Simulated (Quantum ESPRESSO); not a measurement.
## Pd3Hf3RuGa (one composition in several site orders)

Simulated, not a measurement. The program is pw.x of Quantum ESPRESSO 7.5 (plane-wave density functional theory). The cell is made up: eight metal atoms on a hexagonal close-packed lattice, with elements, volume, strain and displacements drawn at random and not relaxed, so it may be unstable or far from any real phase. PseudoDojo standard norm-conserving files set the functional (PBE unless stated); there is no spin polarisation or spin-orbit coupling, the Fermi-Dirac width of 0.25 eV means electrons at about 2900 K, and the masses in the input are unused placeholders. Heavy elements are run without spin-orbit coupling, which real alloys of them have. A spin test at this wide smearing found no moment, but such smearing suppresses magnetism that the real alloy may have.

The runs put one composition on the sites in different orders. Cell, positions, cutoff, mesh and smearing stay as in the input of run 1; sites are counted in its order. Stress in the tables is positive in tension.

Input of run 1:

```
&control calculation='scf', pseudo_dir='./dojo.nc.sr.pbe.v0_5.standard.upf', outdir='./o', disk_io='minimal', tprnfor=.true., tstress=.true. /
&system ibrav=0, nat=8, ntyp=4, nbnd=77, ecutwfc=84.00895049, nosym=.true., tot_charge=0,
 occupations='smearing', smearing='fd', degauss=0.0183746611
/
&electrons conv_thr=1.470e-08, electron_maxstep=70, mixing_beta=0.5 /
ATOMIC_SPECIES
Ga 1.0 Ga.upf
Hf 1.0 Hf.upf
Pd 1.0 Pd.upf
Ru 1.0 Ru.upf
CELL_PARAMETERS angstrom
-2.9302 -0.0468 0.02
0.1132 4.9862 -4.6638
-0.0489 -4.9741 -4.6507
ATOMIC_POSITIONS angstrom
Pd 0.0262 -0.0032 -0.0122
Hf 0.0521 1.7012 -2.3327
Pd 0.0459 0.049 -4.6297
Hf 0.0484 1.6614 -7.0282
Pd -1.4306 -0.8458 -2.3704
Ru -1.4741 -2.5314 -4.6526
Hf -1.4032 -0.8574 -6.9892
Ga -1.3865 2.4933 -4.6472
K_POINTS automatic
8 4 4 1 1 1
```

```
run  elements on sites 1 to 8  free energy less that of run 1 (eV)  -TS (eV)  pressure (GPa)  stress xx (GPa)  stress yy (GPa)  stress zz (GPa)  stress yz (GPa)  stress xz (GPa)  stress xy (GPa)  iterations
  1   Pd Hf Pd Hf Pd Ru Hf Ga                                0.000    -1.384            4.22            -9.06            -3.61             0.02            -2.47            -0.50             1.76          19
  2   Hf Hf Hf Ru Pd Ga Pd Pd                               -0.645    -1.444            2.69            -3.39            -3.32            -1.37            -1.40            -0.45             2.27          17
  3   Ga Ru Hf Hf Pd Hf Pd Pd                                0.376    -1.551            4.96            -6.42            -4.83            -3.63             2.07            -0.74             2.16          19
  4   Hf Ru Hf Pd Ga Pd Pd Hf                               -0.059    -1.347            3.93            -8.51            -3.43             0.14             1.94            -0.54             1.80          20
  5   Hf Pd Ga Ru Pd Hf Pd Hf                               -0.111    -1.367            4.37            -8.71            -9.11             4.70             0.48            -0.29             2.45          20
  6   Pd Hf Pd Hf Pd Hf Ru Ga                               -0.017    -1.355            4.60            -9.83             5.93            -9.90            -0.01            -0.96             1.11          20
```

Forces Fx Fy Fz (eV/Å):

| site | run 1 | run 2 | run 3 | run 4 | run 5 | run 6 |
| --- | --- | --- | --- | --- | --- | --- |
| 1 | -0.01 -0.34 -0.15 | -0.12 -0.60 1.44 | 0.05 -1.01 -0.79 | -0.24 1.71 -0.15 | -0.16 -0.03 0.04 | -0.03 -0.41 0.06 |
| 2 | 0.32 -1.82 0.68 | 0.13 1.54 -0.10 | 0.08 -0.44 0.06 | 0.15 -0.62 -0.36 | 0.14 -0.43 -0.01 | 0.02 -0.46 -1.43 |
| 3 | -0.13 -0.28 -0.39 | -0.11 -0.60 -2.15 | -0.15 1.06 1.04 | 0.00 -1.26 -0.83 | 0.00 -0.04 -0.23 | -0.12 0.12 -0.56 |
| 4 | 0.16 1.60 -0.82 | 0.15 0.17 -0.08 | 0.30 0.36 1.35 | 0.10 0.43 0.52 | 0.15 -0.34 0.11 | 0.40 -1.25 1.83 |
| 5 | -0.08 -0.11 0.46 | -0.04 -0.54 0.11 | 0.01 0.55 0.59 | 0.06 -0.14 0.45 | -0.09 0.20 0.00 | -0.03 -0.02 0.53 |
| 6 | -0.10 0.41 -0.24 | 0.07 0.10 0.95 | -0.09 -0.96 -2.23 | -0.02 0.44 -0.08 | -0.10 1.30 0.41 | -0.21 1.52 -0.26 |
| 7 | -0.08 0.26 0.87 | -0.03 0.26 0.40 | -0.06 0.16 -0.09 | -0.05 -0.07 0.24 | 0.02 0.75 0.37 | 0.05 -0.32 -0.05 |
| 8 | -0.09 0.28 -0.41 | -0.05 -0.33 -0.57 | -0.13 0.28 0.06 | 0.01 -0.49 0.20 | 0.04 -1.41 -0.68 | -0.08 0.80 -0.12 |

The sites are displaced and not relaxed, so the energy differences mix bonding between neighbours with strain and are not ordering energies. A rerun of one cell of this series at a higher cutoff and on a denser mesh moved values by no more than 0.006 eV in energy, 0.07 GPa in stress and 0.005 eV/Å in force, and a second program with other atomic files agreed on that cell to 2 % rms in force and 0.5 GPa in pressure.